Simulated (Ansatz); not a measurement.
KCo$_{2}$As$_{2}$: do energies and stresses tell the same story?

Computed with DFT PBEsol, scalar-relativistic, plane waves, PAW (Ansatz).

Cutoff 420 eV; k points 14×14×14 on the computed 5-atom cell (Γ-centred); Gaussian smearing, width 0.10 eV; no spin polarisation.

Relaxed cell: I4/mmm, a = 3.716 Å, b = 3.716 Å, c = 13.479 Å, α = 90.00°, β = 90.00°, γ = 90.00°, 5 atoms in the primitive cell. Whether it is the stable form of this composition wasn't checked.

Energies at zero smearing and pressures from the stress tensor, at volumes with shape and atoms relaxed:
```
V (Å³/atom) E − E(first) (meV/atom) P (GPa)
     16.375                     0.00     8.62
     16.933                   -25.05     5.83
     17.491                   -41.19     3.56
     18.050                   -49.95     1.63
     18.608                   -52.59     0.01
     19.166                   -50.13    -1.34
     19.724                   -43.44    -2.45
     20.469                   -29.13    -3.64
```

Q: Check P = −dE/dV between neighbouring volumes, and get the bulk modulus from the pressures alone.

A: With 1 eV/Å³ = 160.2 GPa:
```tsv
middle V (Å³/atom)	−ΔE/ΔV (GPa)	mean P (GPa)
16.654	7.191	7.224
17.212	4.632	4.696
17.770	2.514	2.597
18.329	0.756	0.822
18.887	-0.706	-0.666
19.445	-1.919	-1.897
20.096	-3.080	-3.044
```

The two differ by 0.08 GPa at most. The mean of two end pressures misses the average over a step by about ΔV² P″/12, up to 0.04 GPa here; with that taken off 0.05 GPa remains, from the smearing term (the stress is the derivative of the free energy), the finite cutoff, the mesh or the relaxation's tolerance. Around V = 18.608 Å³/atom, the two neighbours give B = −V ΔP/ΔV = 18.608 × 2.97 / 1.116 = 49.6 GPa, against B0 = 48.7 GPa from the Birch–Murnaghan fit of the energies.

A ferromagnetic start lost its moments in a first run, so spin was left out; other magnetic orders weren't tried.

Cost: 9 runs of about 21 core-minutes in all, on Intel Xeon 6975P-C (Granite Rapids) (shared hosts).